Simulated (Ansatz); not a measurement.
Crystals of one space group, with the same sites and like axis ratios (Cmcm), relaxed and computed with PBEsol in the plane-wave PAW code Ansatz.

```
crystal       a (Å)  V (Å³/atom)  B₀ by P(V) fit (GPa)  ΔH_f (eV/atom)
-------  ----------  -----------  --------------------  --------------
ZrAg          2.875        19.25                   116           -0.04
TaAg          2.678        17.04                   168            0.28
AgW      (withheld)   (withheld)            (withheld)      (withheld)
PtW           2.687        15.22                   322           -0.20
```

Question: Fill in the missing entries.

Answer: 
- AgW, a (Å): 2.686
- AgW, V (Å³/atom): 16.35
- AgW, B₀ by P(V) fit (GPa): 195
- AgW, ΔH_f (eV/atom): 0.71

Typed or built starts, not in the databases checked: ZrAg, Cmcm (Zr on 4c, Ag on 4c); TaAg, Cmcm (Ta on 4c, Ag on 4c); AgW, Cmcm (Ag on 4c, W on 4c); PtW, Cmcm (W on 4c, Pt on 4c). All cells were relaxed under the symmetry of their starts (and spin orders); stability against distortions was not tested throughout. Rows with no word on spin ran without spin polarisation. Spin–orbit coupling is left out wherever it is not named.

Potentials: the later of the program's two PAW sets.

Formation energies count from the lowest solids of the elements computed at the same level, not from gases.
